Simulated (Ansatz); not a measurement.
**Ge: energy along a strain**

Ge, Fd-3m, a = 5.658 Å (as given, not relaxed at this level: 0.7 GPa). Ansatz: r2SCAN, PAW, 500 eV, Γ-centred 10×10×10 mesh on 2 atoms, Gaussian smearing 0.05 eV; no spin polarisation. Cell vectors (Å): 0.000 2.829 2.829; 2.829 0.000 2.829; 2.829 2.829 0.000. The cell is strained by x per cent times the pattern (1 -1 0 0 0 0) in the order xx yy zz yz xz xy (engineering shears), with fractional coordinates held. y is the free energy over the start, V0 = 22.636 Å³/atom. Symmetry makes y even in x.

| x (%) | y (meV/atom) |
| --- | --- |
| -2.00 | 4.74 |
| -1.00 | 1.18 |
| 0.00 | 0.00 |
| 0.25 | 0.07 |
| 0.50 | 0.29 |
| 0.75 | 0.66 |
| 1.25 | ? |
| 1.50 | 2.66 |
| 1.75 | 3.63 |

Question: Fit y = c2 x² + c4 x⁴ to the other rows, get the stiffness along the pattern, and predict the missing energy.

Answer: Least squares on the rows shown. y = 1.178 x² + 0.001866 x⁴. The clamped-ion stiffness p·C·p = 2 × 11.78 eV × 160.2 / 22.636 Å³ = 167 GPa (second derivative at the start, which stands under stress). At x = 1.25 the fit asked for gives 1.85 meV/atom. The run gave 1.85 meV/atom, the same to the digits shown.